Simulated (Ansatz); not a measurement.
A geometry of Ga2Cu away from equilibrium: the start of the relaxation of a relaxed Ga2Cu cell, doubled along one cell vector, shaken by Gaussian noise of σ = 0.08 Å a coordinate. Level of theory: PBEsol (plane waves to 420 eV, PAW, scalar-relativistic; Ansatz, an electronic-structure program). Γ-centred k-mesh 10×11×7 on the run's cell (coarser than for final values), Fermi–Dirac smearing 0.05 eV.

```xyz
6
Lattice="-1.6573 1.8260 3.6735 1.6573 -1.8260 3.6735 3.3146 3.6520 -7.3471" Properties=species:S:1:pos:R:3 pbc="T T T"
Cu    -0.0414     0.0491     0.0657
Cu     3.4342     0.0660     0.0345
Ga     0.1533    -0.0057     4.9343
Ga     1.7320     1.8449     1.2315
Ga    -0.0643    -0.0549     2.4689
Ga     1.7399     1.9761    -1.1629
```

Question: Predict the force on each atom, in eV/Å.

Answer: 
```
atom     Fx     Fy     Fz
----  -----  -----  -----
Cu1    0.29   0.06  -0.30
Cu2   -0.22  -0.17   0.09
Ga3    0.00   0.53   0.08
Ga4   -0.40  -0.30   0.44
Ga5    0.47   0.25   0.24
Ga6   -0.14  -0.37  -0.56
```

Question: What is the pressure?

Answer: +0.9 GPa, compression positive.

Question: How far above the relaxed end point is this geometry?

Answer: 0.02 eV/atom; the path ends in C2/m (No. 12) at a tolerance of 0.01 Å, Immm (No. 71) at 0.1 Å.

No spin polarisation in the result.

The end of the path is a generated cell of Ga2Cu: the first start was made by placing the elements on the sites of a structure type, and the end was not matched to a known phase here, so it may be hypothetical.
